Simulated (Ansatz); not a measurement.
## ZrSiS, first-principles data

ZrSiS:
Space group P4/nmm, origin choice 1 (No. 129); a = 3.519 Å, b = 3.519 Å, c = 8.029 Å, α = 90.00°, β = 90.00°, γ = 90.00°

| atom | site | symmetry | x | y | z |
|---|---|---|---|---|---|
| S | 2c | 4mm | 0.5000 | 0.0000 | 0.3795 |
| Si | 2a | -4m2 | 0.0000 | 0.0000 | 0.0000 |
| Zr | 2c | 4mm | 0.0000 | 0.5000 | 0.2710 |

Space group P4/nmm (No. 129); conventional cell a = 3.519 Å, b = 3.519 Å, c = 8.029 Å, α = 90.00°, β = 90.00°, γ = 90.00°.

Method: PBEsol in the plane-wave PAW code Ansatz. Structure relaxed to zero pressure with the same functional. Other levels are named where they apply.

**Cell and energy**

```json
{
 "volume_per_atom": "16.57 Å³",
 "density": "5.06 g/cm³",
 "Formation energy from the elements (no fitted shifts)": "-1.34 eV/atom"
}
```

**Electronic structure**

```json
{
  "electronic_character": "metallic (no gap)",
  "Density of states at the Fermi level": "0.07 states/eV per atom (mean over ±0.08 eV)",
  "Gap with spin–orbit coupling": "none (metallic)"
}
```

**Mechanics**

```json
{
  "Bulk modulus (Birch–Murnaghan fit)": "138 GPa",
  "Pressure derivative B′": "4.9"
}
```

**Charges**

```json
{
 "bader_charges": "S -1.12, Si -0.52, Zr +1.64 e"
}
```

The workflow started from an entry of the Crystallography Open Database (COD). Its standing as an ambient phase is unchecked. The PBEsol relaxation kept the symmetry of its start; whether a distortion lowers the energy is not shown. The run is not spin-polarised. The references are the lowest solids computed at this level, not always the standard phases. Scalar-relativistic: spin–orbit coupling is off unless named, which matters more the heavier the elements.

Potentials: the later of the program's two PAW sets.
